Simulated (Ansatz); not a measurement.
Data sheet: VBr₂O (DFT)

VBr2O:
```xyz
4
Lattice="6.6981 1.8250 0.0000 -6.6981 1.8250 0.0000 -0.9592 0.0000 3.4546" Properties=species:S:1:pos:R:3 pbc="T T T"
V      0.0000     0.0000     0.0000
Br    -2.6675     1.8250     2.9805
Br     1.7083     1.8250     0.4742
O     -0.4796     0.0000     1.7273
```
The run is spin-polarised; directions of the spins, atom by atom: ↑ 0 0 0.

Space group Immm (No. 71); conventional cell a = 3.585 Å, b = 3.650 Å, c = 12.908 Å, α = 90.00°, β = 90.00°, γ = 90.00°.

Method: the program Ansatz at the r²SCAN+D4 level (PAW). The cell and atoms are relaxed at this level. Other levels are named where they apply.

Cell and energy:

| Quantity | Result |
|---|---|
| Volume per atom | 21.12 Å³ |
| Density | 4.46 g/cm³ |
| Formation energy from the elements (no fitted shifts) | -1.60 eV/atom |

Electronic structure:

| Item | Value |
|---|---|
| Band gap | 0.13 eV (indirect) |
| Valence-band maximum | on the C2–Y2 line, 46 % of the way from C2 (k = 0.375, 0.375, 0.000 in fractions of the reciprocal vectors) |
| Conduction-band minimum | at V2 (k = 0.000, 0.500, 0.000 in fractions of the reciprocal vectors) (2 equivalent valleys) |
| Smallest direct gap on the standard path | 0.40 eV |
| Hole effective mass | 0.77, 1.2, 2.1 mₑ (principal values) |

Magnetism:

| Property | Result |
|---|---|
| Magnetic order | ferromagnetic |
| Net moment | 0.25 μB per atom |

Charges:

| Quantity | Value |
|---|---|
| Bader charges | V +1.93, Br -0.45, O -1.02 e |

The workflow started from a Materials Project entry (that database holds measured and hypothetical structures alike); the Crystallography Open Database copy checked does not list it. Whether it is the stable phase at ambient conditions was not checked. The r²SCAN+D4 relaxation kept the symmetry of its start; its stability against distortions is not shown here. Magnetic state: ferromagnetic, the only order run, not a proven ground state. The cell computed holds one magnetic atom, so no antiferromagnetic order was within reach. Other orbital occupations within this spin state were not tried. No Hubbard U is applied. Point labels and valley counts follow the cell and symmetry of the run, lower than the named group. The references are the lowest solids computed at this level, not always the standard phases (solids in place of the gases). Scalar-relativistic: spin–orbit coupling is off unless named, which matters more the heavier the elements.

Potentials: the later of the program's two PAW sets.
